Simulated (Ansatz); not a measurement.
Two states of MnNi2O6

```yaml
crystal:
  lattice:
    - [0.00000, 3.46660, 0.00000]
    - [4.55463, -1.73330, 0.00000]
    - [2.55298, 0.00000, -6.12108]
  atoms:
    - { symbol: Mn, position: [0.00000, 0.00000, 0.00000] }
    - { symbol: Ni, position: [0.80940, 0.61880, 0.64760] }
    - { symbol: Ni, position: [0.19060, 0.38120, 0.35240] }
    - { symbol: O, position: [0.65700, 0.31400, 0.88410] }
    - { symbol: O, position: [0.34300, 0.68600, 0.11590] }
    - { symbol: O, position: [0.96560, 0.93120, 0.71160] }
    - { symbol: O, position: [0.03440, 0.06880, 0.28840] }
    - { symbol: O, position: [0.69390, 0.38780, 0.43600] }
    - { symbol: O, position: [0.30610, 0.61220, 0.56400] }
```

Single point in Ansatz 0.2.0 with PBEsol, with U_eff = 6.56 eV on Mn d, U_eff = 1.83 eV on Ni d, V = 1.45 eV between Mn d and O p within 2.465 Å (all-electron-ortho-atomic projectors). Cutoff 420 eV, PAW datasets, 6×6×3 Γ-centred k mesh, fermi-dirac filling (width 0.1 eV).

State A: no moments (no spin polarisation). State B: Mn1 down (collinear spin).

Problem. Which state is lower, and how do they differ?

Solution. State B is lower by 375.7 meV an atom at zero smearing.

```
state  free energy (meV/atom)  largest moment in a small sphere (μB)  net moment (μB/cell)  gap on mesh (eV)  pressure (GPa)  largest force (eV/Å)
    A                   375.7                                   0.00                  0.00             metal            -4.7                  4.94
    B                     0.0                                   3.79                  3.10             metal             2.6                  4.76
```

Origin: a known structure type with other elements, at an estimated volume, so it need not be a known compound. Caveats: another magnetic order, which this cell may not hold, can open a gap; the k mesh is coarse if the cell is a metal; atoms or cell far from equilibrium; odd electron count without spin polarisation, so a magnetic state may lie lower.
